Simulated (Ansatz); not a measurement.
TiC:
```
TiC
1.0
    0.00000     2.16632     2.16632
    2.16632     0.00000     2.16632
    2.16632     2.16632     0.00000
Ti C
1 1
Direct
  0.00000   0.00000   0.00000
  0.50000   0.50000   0.50000
```

Relaxed with PBE. Special points in fractions of this cell's reciprocal vectors: Γ (0.000, 0.000, 0.000); X (0.500, 0.000, 0.500); U (0.625, 0.250, 0.625); K (0.375, 0.375, 0.750); L (0.500, 0.500, 0.500); W (0.500, 0.250, 0.750).

### Question
List the band energies nearest the Fermi level at these points for plane-wave PAW PBE (Ansatz code).

### Answer
In eV from the Fermi level; about four levels below and three above (degenerate sets whole), none deeper than 8.9 eV; points with the same levels are listed once.

| k | below | above |
|---|---|---|
| Γ | – | 0.71 0.71 0.71 |
| X | -3.43 -1.60 -0.03 -0.03 | 2.73 3.53 3.53 |
| U | -3.46 -3.34 -1.72 | 1.47 3.15 3.84 |
| L | -5.83 -2.89 -2.89 | 2.93 2.93 4.11 |
| W | -3.14 -3.14 -2.70 | 2.80 2.80 3.54 |

Space group Fm-3m (rock salt). Symmetry was held in the PBE relaxation. No spin polarisation was allowed.

Potentials: the earlier of the program's two PAW sets.
